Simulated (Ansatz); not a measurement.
## Frozen-phonon scan for LaTl3 (Cu3Au type)

Starting cell, LaTl3 (Cu3Au type):

```xyz
8
Lattice="9.4759 0.0000 0.0000 0.0000 4.7379 0.0000 0.0000 0.0000 4.7379" Properties=species:S:1:pos:R:3 pbc="T T T"
La     0.0000     0.0000     0.0000
La     4.7379     0.0000     0.0000
Tl     0.0000     2.3690     2.3690
Tl     4.7379     2.3690     2.3690
Tl     2.3690     0.0000     2.3690
Tl     7.1069     0.0000     2.3690
Tl     2.3690     2.3690     0.0000
Tl     7.1069     2.3690     0.0000
```

A phonon eigenvector at X = (0.5, 0.0, 0.0) is frozen into this cell: atom i moves by Q times the vector below, so Q is the largest atomic displacement, in Å. The cell is held. It is one choice among 2 degenerate patterns. (q is in reciprocal vectors of the primitive cell; the cell shown is doubled to hold the pattern.)

| atom | x | y | z |
|---|---|---|---|
| La1 | 0.000 | 0.000 | 0.565 |
| La2 | 0.000 | 0.000 | -0.565 |
| Tl3 | 0.000 | 0.000 | 1.000 |
| Tl4 | 0.000 | 0.000 | -1.000 |

Atoms not listed stay in place.

Method: LDA (plane waves to 420 eV, PAW, scalar-relativistic; Ansatz, a program for electronic structure). k mesh 5×10×10 (Γ-centred), Fermi-Dirac smearing 0.05 eV. The energy includes the smearing's −TS. With partly filled bands, energies and forces of such displacements shift with the k mesh and the smearing. LaTl3 is run without spin polarisation. LaTl3 was relaxed with its symmetry unable to fall. Spin-orbit coupling is left out, though Tl is heavy. ΔE is measured from the undisplaced structure.

| Q (Å) | ΔE (meV/cell) | −dE/dQ from forces (eV/Å) |
|---|---|---|
| -0.180 | 81 | 0.908 |
| -0.150 | 56 | 0.752 |
| -0.120 | 36 | 0.598 |
| -0.090 | 20 | 0.447 |
| -0.060 | 9 | 0.297 |
| -0.030 | 2 | 0.148 |
| 0.000 | 0 | 0.000 |
| 0.030 | 2 | -0.148 |
| 0.060 | 9 | -0.297 |
| 0.090 | 20 | -0.447 |
| 0.120 | 36 | -0.598 |
| 0.150 | 56 | -0.752 |
| 0.180 | 81 | -0.908 |

Read from the data:

```
Quantity                                                                                                             Result
-----------------------------------------------------------  --------------------------------------------------------------
Energy at Q = 0.180 Å                                                                                           81 meV/cell
Space group of the distorted cell                                                         Pmma (No. 51), lowered from Pm-3m
Symmetry of the curve                                                                         even: the same for both signs
Shape of the curve                                           a single well with its minimum at or next to zero displacement
Harmonic wavenumber from the curvature (finite differences)                                                         52 cm⁻¹
Wavenumber by perturbation theory (DFPT, on another k mesh)                                                         52 cm⁻¹
```

(For displaced atoms, the force is minus the slope of the energy, and its curvature is a force constant, which sets phonon frequencies.)
